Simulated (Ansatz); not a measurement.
**Question.** Name crystals whose computed values (PBEsol (plane waves, PAW; program Ansatz)) fall in these windows: Θ_D (K) 390 to 510; B₀ by P(V) fit (GPa) 320 to 380.

**Answer.** 

| crystal | Θ_D (K) | B₀ by P(V) fit (GPa) |
|---|---|---|
| BW2, I4/mcm (B on 4a, W on 8h) | 455 | 348 |
| CrIr3, Cu3Au type | 487 | 346 |
| W2C, P-31m (W on 6k, C on 1a, C on 2d) | 464 | 356 |
| NbIr3, Cu3Au type | 463 | 345 |
| TaN, rock salt | 451 | 356 |
Others may fit too.

Spin orders computed, not proven ground states: CrIr3, Cu3Au type ferromagnetic. Standing as an ambient phase not checked: BW2, I4/mcm (B on 4a, W on 8h); CrIr3, Cu3Au type; W2C, P-31m (W on 6k, C on 1a, C on 2d); NbIr3, Cu3Au type. Perhaps ordered models of mixed-site phases: CrIr3, Cu3Au type. All cells were relaxed under the symmetry of their starts (and spin orders); stability against distortions was not tested throughout. Rows with no word on spin ran without spin polarisation. Spin–orbit coupling is left out wherever it is not named.

Potentials: the later of the program's two PAW sets.
